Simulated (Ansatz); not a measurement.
Input:

SiC:
Space group Fm-3m (No. 225); a = b = c = 4.0283 Å, α = β = γ = 90.00°

```json
[
 {"atom": "Si", "site": "4a", "symmetry": "m-3m", "x": "0.0000", "y": "0.0000", "z": "0.0000"},
 {"atom": "C", "site": "4b", "symmetry": "m-3m", "x": "0.5000", "y": "0.5000", "z": "0.5000"}
]
```
(The calculation used a cell of 2 atoms; values per cell refer to that cell.)

This is the r²SCAN-relaxed structure.

**Question.** All from r²SCAN (plane waves, PAW; program Ansatz), unless another level is named. Predict the electronic character.

**Answer.** metallic (no gap).

**Question.** Predict the density of states at the Fermi level.

**Answer.** 0.12 states/eV per atom (mean over ±0.08 eV).

**Question.** Predict the formation energy from the elements (no fitted shifts).

**Answer.** 0.53 eV/atom.

This is a known high-pressure phase of the composition, computed here at zero pressure and temperature. The cell was relaxed with r²SCAN under the symmetry of its start; whether a distortion lowers the energy is not shown. Its formation energy is positive at this level, so the cell may be metastable or incomplete. The references are the lowest solids computed at this level, not always the standard phases.

Potentials: the earlier of the program's two PAW sets.
